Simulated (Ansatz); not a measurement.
Li2Ga:
```xyz
6
Lattice="2.2462 -4.7244 0.0000 2.2462 4.7244 0.0000 0.0000 0.0000 4.3095" Properties=species:S:1:pos:R:3 pbc="T T T"
Li     2.2462     0.8289     3.2321
Li     2.2462    -0.8289     1.0774
Li     2.2462     2.4651     1.0774
Li     2.2462    -2.4651     3.2321
Ga     2.2462     4.0054     3.2321
Ga     2.2462    -4.0054     1.0774
```

Relaxed with r²SCAN. Special points in fractions of this cell's reciprocal vectors: Γ (0.000, 0.000, 0.000); Y (-0.500, 0.500, 0.000); C0 (-0.307, 0.693, 0.000); Σ0 (0.307, 0.307, 0.000); Z (0.000, 0.000, 0.500); A0 (0.307, 0.307, 0.500); E0 (-0.307, 0.693, 0.500); T (-0.500, 0.500, 0.500); S (0.000, 0.500, 0.000); R (0.000, 0.500, 0.500).

Problem. List the band energies nearest the Fermi level at these points for plane-wave PAW r²SCAN (Ansatz code).

Solution. In eV from the Fermi level; about four levels below and three above (degenerate sets whole), none deeper than 8.9 eV; points with the same levels are listed once.

| k | below | above |
|---|---|---|
| Γ | -3.03 -1.41 -1.03 -0.43 | 1.18 2.11 2.97 |
| Y | -8.31 -5.34 -1.60 -0.38 | 1.67 1.78 1.97 |
| C0 | -8.11 -4.51 -3.41 0.00 | 1.03 1.08 1.94 |
| Z | -6.85 -6.85 -0.58 -0.58 | 1.61 1.61 1.64 1.64 |
| A0 | -2.23 -2.23 -1.72 -1.72 | 3.96 3.96 5.44 5.44 |
| T | -6.45 -6.45 -2.85 -2.85 | 0.61 0.61 3.46 3.46 |
| S | -4.31 -2.73 -1.33 -0.14 | 1.95 2.41 2.73 |
| R | -2.21 -2.21 -1.38 -1.38 | 2.44 2.44 6.95 6.95 |

Space group Cmcm. The first step of the workflow began from a Materials Project structure, measured or hypothetical; the Crystallography Open Database files this formula in space group No. 63, but the cells were not matched. Its standing as an ambient phase is unchecked. The r²SCAN relaxation kept the symmetry of its start; its stability against distortions is not shown here. Scalar-relativistic: spin–orbit coupling is off unless named, which matters more the heavier the elements.

Potentials: the later of the program's two PAW sets.
